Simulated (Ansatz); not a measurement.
Consider the following.

VBiO4:
```
CELL_PARAMETERS angstrom
     -2.53150     2.53150     5.71529
      2.53150    -2.53150     5.71529
      2.53150     2.53150    -5.71529
ATOMIC_POSITIONS crystal
  V  0.50000 0.50000 0.00000
  V  0.25000 0.75000 0.50000
  Bi 0.00000 0.00000 0.00000
  Bi 0.75000 0.25000 0.50000
  O  0.17082 0.56091 0.89143
  O  0.31091 0.91949 0.89010
  O  0.66949 0.27939 0.10857
  O  0.02939 0.42082 0.10990
  O  0.57918 0.68909 0.60857
  O  0.43909 0.33051 0.60990
  O  0.08051 0.97061 0.39143
  O  0.72061 0.82918 0.39010
```

This is the LDA-relaxed structure. Tensor components refer to the Cartesian frame of this cell.

Problem. All from DFT-LDA in the program Ansatz with PAW potentials, unless another level is named. Give the hole effective mass.

Solution. 0.57, 1.6, 3.6 mₑ (principal values).

Problem. And the formation energy from the elements (no fitted shifts)?

Solution. -2.06 eV/atom.

Problem. Predict the electron effective mass.

Solution. 0.50, 1.2, 5.5 mₑ (principal values).

Problem. Next, the conduction-band minimum?

Solution. off the standard path, at k = (0.292, -0.292, 0.203).

Problem. Give the weight of the valence-edge state by species (Voronoi cells).

Solution. O 80 %, Bi 16 %, V 3 %.

Space group I4_1/a. Symmetry was held in the LDA relaxation; of distortions, only those at the zone centre were tested. The run is not spin-polarised. No Hubbard U is applied. The references are the lowest solids computed at this level, not always the standard phases (solids in place of the gases). Scalar-relativistic: spin–orbit coupling is off unless named, which matters more the heavier the elements.

Potentials: the later of the program's two PAW sets.

Edges and masses are those of Kohn–Sham bands, whose gap is no quasiparticle gap.
